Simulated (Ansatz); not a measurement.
Data:

PbS (rock salt), conventional cell a = b = c = 6.0087 Å, α = β = γ = 90.00°. The calculation uses the primitive cell of 2 atoms, to which meshes and values per cell refer.

E(V) scan at fixed shape, V₀ the volume above. Symmetry pins the atoms to their sites.

Calculation: PBE (plane waves to 420 eV, PAW, scalar-relativistic; Ansatz, an electronic-structure program). k mesh 10×10×10 (Γ-centred), Fermi-Dirac smearing 0.05 eV. The energy includes the smearing's −TS. Compression counts positive. PbS was relaxed with its symmetry unable to fall. Spin-orbit coupling is left out, though Pb is heavy. ΔE is measured from the relaxed starting cell.

The scan covers V/V₀ from 0.940 to 1.060 in 9 points.

Problem. What is the fitted pressure derivative B₀′?

Solution. 4.3.

Problem. What bulk modulus B₀ follows from a third-order Birch-Murnaghan fit?

Solution. 52.8 GPa.

(Under strain, the slope of the energy per volume gives the stress and its curvature an elastic modulus.)
